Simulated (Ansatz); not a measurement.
TiSb (NiAs type, P6_3/mmc), PBE in the plane-wave PAW code Ansatz, all energies at zero smearing, with the estimated change up to a 700 eV cutoff added, with one set of potentials and settings (totals compare only within such a set). Cell of 4 atoms (2 Ti, 2 Sb): -17970.190 eV.

| element | reference phase | E (eV/atom) |
|---|---|---|
| Ti | P6/mmm, 3 atoms in the cell | -2499.6739 |
| Sb | R-3m, 2 atoms in the cell | -6484.4916 |

Formation energy per atom, worked out: (-17970.190 − 2×(-2499.6739) − 2×(-6484.4916))/4 = -0.465 eV/atom (-45 kJ per mol of atoms), at 0 K, without zero-point energy or fitted corrections.

The first step of the workflow began from a Materials Project structure, measured or hypothetical; the Crystallography Open Database files this formula in space group No. 194, but the cells were not matched. Whether it is the stable phase at ambient conditions was not checked. Symmetry was held in the PBE relaxation; of distortions, only those at the zone centre were tested. No spin polarisation was allowed. The references are the lowest solids computed at this level, not always the standard phases. Spin–orbit coupling is left out wherever it is not named.

Potentials: the later of the program's two PAW sets.
